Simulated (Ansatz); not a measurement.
**InSe: do energies and stresses tell the same story?**

Level of theory: DFT r2SCAN, scalar-relativistic, plane waves, PAW in Ansatz 0.2.0.

Settings: cutoff 500 eV, Γ-centred mesh 12×12×2 on the computed 8-atom cell, Gaussian smearing of 0.02 eV; no spin polarisation.

Relaxed cell: P6_3/mmc, a = 4.043 Å, b = 4.043 Å, c = 17.423 Å, α = 90.00°, β = 90.00°, γ = 120.00°, 8 atoms in the primitive cell.

Energies at zero smearing and pressures from the stress tensor, at volumes with shape and atoms relaxed:
| V (Å³/atom) | E − E(first) (meV/atom) | P (GPa) |
| --- | --- | --- |
| 28.984 | 0.00 | 1.487 |
| 29.909 | -5.88 | 0.603 |
| 30.834 | -7.52 | 0.017 |
| 31.759 | -6.52 | -0.325 |
| 32.684 | -4.27 | -0.451 |

Question: Check P = −dE/dV between neighbouring volumes, and get the bulk modulus from the pressures alone.

Answer: With 1 eV/Å³ = 160.2 GPa:
```
middle V (Å³/atom)  −ΔE/ΔV (GPa) mean P (GPa)
            29.446         1.018         1.045
            30.371         0.284         0.310
            31.296        -0.173        -0.154
            32.221        -0.389        -0.388
```

The two differ by 0.027 GPa at most. The mean of two end pressures misses the average over a step by about ΔV² P″/12, up to 0.028 GPa here; with that taken off 0.017 GPa remains. Around V = 30.834 Å³/atom, the two neighbours give B = −V ΔP/ΔV = 30.834 × 0.929 / 1.850 = 15.5 GPa, against B0 = 14.5 GPa from the Birch–Murnaghan fit of the energies, which describes these points poorly (B0' = 18.4).

The cell holds layers, and r2SCAN describes their binding at middle range but leaves out its long-range dispersion part.

Cost: 6 runs of about 42 core-minutes in all, on Arm Neoverse V2 (shared hosts).